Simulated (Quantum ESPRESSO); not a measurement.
Al6GeZnN8, input and log of a self-consistent run

Simulated, not a measurement. The program is pw.x of Quantum ESPRESSO 7.5 (plane-wave density functional theory). The cell is made up: 16 atoms on a doubled zincblende/diamond lattice, with randomly drawn elements, strain and displacements, not relaxed. PseudoDojo standard norm-conserving files (v0.5 for PBE, v0.4.1 for LDA and PBEsol) set the functional; there is no spin polarisation, spin-orbit coupling or dispersion term, and the masses in the input are unused placeholders.

Input:

```
&control calculation='scf', pseudo_dir='./dojo.nc.sr.pbe.v0_5.standard.upf', outdir='./o', disk_io='low', tprnfor=.true., tstress=.true. /
&system ibrav=0, nat=16, ntyp=4, nbnd=52, ecutwfc=105.61755193, nosym=.true., tot_charge=0,
 occupations='smearing', smearing='fd', degauss=0.0018374661
/
&electrons conv_thr=7.350e-09, electron_maxstep=60, /
ATOMIC_SPECIES
Al 1.0 Al.upf
Ge 1.0 Ge.upf
N 1.0 N.upf
Zn 1.0 Zn.upf
CELL_PARAMETERS angstrom
4.3998 -0.022 -0.0119
-0.022 4.3864 -0.0383
-0.0238 -0.0766 8.6335
ATOMIC_POSITIONS angstrom
Al -0.0107 -0.0921 0.021
Al -0.1766 2.1894 1.9983
Al 2.1618 0.0187 2.2275
Al 2.1478 2.1408 -0.2592
Al -0.0055 -0.0716 4.1882
Ge 0.1214 2.1884 6.3835
Al 2.1145 -0.0476 6.425
Zn 2.1715 2.2964 4.374
N 1.1173 1.1265 1.1702
N 0.8905 3.3697 3.1287
N 3.2647 0.9896 3.3162
N 3.2154 3.3621 1.0785
N 1.1142 1.0605 5.4182
N 1.231 3.2657 7.4962
N 3.2781 1.0522 7.5773
N 3.3222 3.2298 5.2989
K_POINTS automatic
7 7 5 1 1 1
```

The log is shortened where brackets say so; the opening notice, blank lines, dates and the lines on written files are dropped, and the path of the files is cut. It prints rydbergs, bohrs and kilobars, and counts compression as positive stress. With no partly filled state, the Fermi energy that it prints is only some level between the filled and the empty states on the mesh, and need not lie in the true gap.

```
     Program PWSCF v.7.5
     Parallel version (MPI & OpenMP), running on       4 processor cores
     Number of MPI processes:                 4
     Threads/MPI process:                     1
     [start-up lines left out]
     bravais-lattice index     =            0
     lattice parameter (alat)  =       8.3146  a.u.
     unit-cell volume          =    1124.2859 (a.u.)^3
     number of atoms/cell      =           16
     number of atomic types    =            4
     number of electrons       =        92.00
     number of Kohn-Sham states=           52
     kinetic-energy cutoff     =     105.6176  Ry
     charge density cutoff     =     422.4702  Ry
     scf convergence threshold =      7.3E-09
     mixing beta               =       0.7000
     number of iterations used =            8  plain     mixing
     Exchange-correlation= PBE
                           (   1   4   3   4   0   0   0)
     [axes and pseudopotential details left out]
   Cartesian axes
     site n.     atom                  positions (alat units)
         1        Al     tau(   1) = (  -0.0024319  -0.0209324   0.0047729  )
         2        Al     tau(   2) = (  -0.0401375   0.4976055   0.4541724  )
         3        Al     tau(   3) = (   0.4913326   0.0042501   0.5062648  )
         4        Al     tau(   4) = (   0.4881507   0.4865597  -0.0589108  )
         5        Al     tau(   5) = (  -0.0012500  -0.0162732   0.9518915  )
         6        Ge     tau(   6) = (   0.0275917   0.4973782   1.4508380  )
         7        Al     tau(   7) = (   0.4805823  -0.0108185   1.4602701  )
         8        Zn     tau(   8) = (   0.4935372   0.5219244   0.9941200  )
         9        N      tau(   9) = (   0.2539393   0.2560302   0.2659623  )
        10        N      tau(  10) = (   0.2023923   0.7658633   0.7110890  )
        11        N      tau(  11) = (   0.7419990   0.2249157   0.7537039  )
        12        N      tau(  12) = (   0.7307941   0.7641360   0.2451208  )
        13        N      tau(  13) = (   0.2532347   0.2410298   1.2314452  )
        14        N      tau(  14) = (   0.2797809   0.7422263   1.7037317  )
        15        N      tau(  15) = (   0.7450446   0.2391434   1.7221641  )
        16        N      tau(  16) = (   0.7550676   0.7340670   1.2043307  )
     number of k points=   123  Fermi-Dirac smearing, width (Ry)=  0.0018
     Number of k-points >= 100: set verbosity='high' to print them.
     Dense  grid:   164823 G-vectors     FFT dimensions: (  60,  60, 108)
     Estimated max dynamical RAM per process >     771.64 MB
     Estimated total dynamical RAM >       2.90 GB
     Initial potential from superposition of free atoms
     starting charge      91.9843, renormalised to      92.0000
     Starting wfcs are   75 randomized atomic wfcs
     total cpu time spent up to now is       27.3 secs
     per-process dynamical memory:   674.8 Mb
     Self-consistent Calculation
     iteration #  1     ecut=   105.62 Ry     beta= 0.70
     Davidson diagonalization with overlap
     ethr =  1.00E-02,  avg # of iterations =  3.0
     total cpu time spent up to now is       79.9 secs
     total energy              =    -789.11486391 Ry
     estimated scf accuracy    <       5.25079510 Ry
     iteration #  2     ecut=   105.62 Ry     beta= 0.70
     Davidson diagonalization with overlap
     ethr =  5.71E-03,  avg # of iterations =  3.7
     total cpu time spent up to now is      133.1 secs
     total energy              =    -788.21376280 Ry
     estimated scf accuracy    <      12.17560583 Ry
     iteration #  3     ecut=   105.62 Ry     beta= 0.70
     Davidson diagonalization with overlap
     ethr =  5.71E-03,  avg # of iterations =  5.0
     total cpu time spent up to now is      185.3 secs
     total energy              =    -790.89848007 Ry
     estimated scf accuracy    <       4.79035752 Ry
     iteration #  4     ecut=   105.62 Ry     beta= 0.70
     Davidson diagonalization with overlap
     ethr =  5.21E-03,  avg # of iterations =  2.0
     total cpu time spent up to now is      225.9 secs
     total energy              =    -791.43630654 Ry
     estimated scf accuracy    <       0.31019199 Ry
     iteration #  5     ecut=   105.62 Ry     beta= 0.70
     Davidson diagonalization with overlap
     ethr =  3.37E-04,  avg # of iterations =  7.2
     total cpu time spent up to now is      282.6 secs
     total energy              =    -791.44943733 Ry
     estimated scf accuracy    <       0.07490239 Ry
     [iterations 6 to 9 left out]
     iteration # 10     ecut=   105.62 Ry     beta= 0.70
     Davidson diagonalization with overlap
     ethr =  1.42E-08,  avg # of iterations =  4.0
     total cpu time spent up to now is      592.9 secs
     total energy              =    -791.46434761 Ry
     estimated scf accuracy    <       0.00000691 Ry
     iteration # 11     ecut=   105.62 Ry     beta= 0.70
     Davidson diagonalization with overlap
     ethr =  7.51E-09,  avg # of iterations =  2.0
     total cpu time spent up to now is      635.3 secs
     total energy              =    -791.46434711 Ry
     estimated scf accuracy    <       0.00000246 Ry
     iteration # 12     ecut=   105.62 Ry     beta= 0.70
     Davidson diagonalization with overlap
     ethr =  2.67E-09,  avg # of iterations =  2.1
     total cpu time spent up to now is      687.7 secs
     total energy              =    -791.46434761 Ry
     estimated scf accuracy    <       0.00000024 Ry
     iteration # 13     ecut=   105.62 Ry     beta= 0.70
     Davidson diagonalization with overlap
     ethr =  2.61E-10,  avg # of iterations =  2.3
     total cpu time spent up to now is      737.6 secs
     total energy              =    -791.46434764 Ry
     estimated scf accuracy    <       0.00000005 Ry
     iteration # 14     ecut=   105.62 Ry     beta= 0.70
     Davidson diagonalization with overlap
     ethr =  5.07E-11,  avg # of iterations =  2.0
     total cpu time spent up to now is      789.0 secs
     End of self-consistent calculation
     Number of k-points >= 100: set verbosity='high' to print the bands.
     the Fermi energy is    10.3605 ev
!    total energy              =    -791.46434765 Ry
     estimated scf accuracy    <          6.2E-09 Ry
     smearing contrib. (-TS)   =      -0.00000000 Ry
     internal energy E=F+TS    =    -791.46434765 Ry
     The total energy is F=E-TS. E is the sum of the following terms:
     one-electron contribution =    -597.00837177 Ry
     hartree contribution      =     352.42223402 Ry
     xc contribution           =    -152.25413311 Ry
     ewald contribution        =    -394.62407679 Ry
     convergence has been achieved in  14 iterations
     Forces acting on atoms (cartesian axes, Ry/au):
     atom    1 type  1   force =     0.01854945    0.07895240    0.05113058
     atom    2 type  1   force =     0.04606893   -0.02671552    0.12961935
     atom    3 type  1   force =    -0.02247933   -0.00984911    0.01457251
     atom    4 type  1   force =     0.01634325    0.00544547    0.25675084
     atom    5 type  1   force =    -0.06388275    0.09674461    0.09814907
     atom    6 type  2   force =    -0.12789981   -0.00523231   -0.01571759
     atom    7 type  1   force =     0.13944059    0.02720236   -0.05449874
     atom    8 type  4   force =    -0.07856513   -0.07344047   -0.14943437
     atom    9 type  3   force =    -0.02774654    0.00444562   -0.14830096
     atom   10 type  3   force =     0.11005642   -0.10808192   -0.08792246
     atom   11 type  3   force =     0.00211851    0.05883220   -0.07155253
     atom   12 type  3   force =    -0.02218779   -0.04767958   -0.10693300
     atom   13 type  3   force =    -0.05014392   -0.05488213    0.00727611
     atom   14 type  3   force =    -0.14228689    0.01260168   -0.01095379
     atom   15 type  3   force =     0.09205754   -0.06384850   -0.08768293
     atom   16 type  3   force =     0.11055747    0.10550520    0.17549790
     Total force =     0.608448     Total SCF correction =     0.000308
     Computing stress (Cartesian axis) and pressure
          total   stress  (Ry/bohr**3)                   (kbar)     P=      148.44
   0.00101777  -0.00025447  -0.00000805          149.72      -37.43       -1.18
  -0.00025447   0.00110104   0.00021093          -37.43      161.97       31.03
  -0.00000805   0.00021093   0.00090837           -1.18       31.03      133.63
     init_run     :     21.96s CPU     23.41s WALL (       1 calls)
     electrons    :    747.57s CPU    761.78s WALL (       1 calls)
     forces       :     13.21s CPU     13.30s WALL (       1 calls)
     stress       :     39.94s CPU     41.55s WALL (       1 calls)
     [timing details left out]
     PWSCF        :  13m46.70s CPU  14m 4.40s WALL
     JOB DONE.
```

In other units: free energy -10768.421 eV for the cell, pressure 14.84 GPa, largest force component 6.601 eV/Å. This run is the check on a run of the same cell at 1143 eV and a 5 x 5 x 3 mesh: rerunning at 1437 eV and a 7 x 7 x 5 mesh moved values by no more than 0.005 eV in energy, 0.02 GPa in stress and 0.002 eV/Å in force.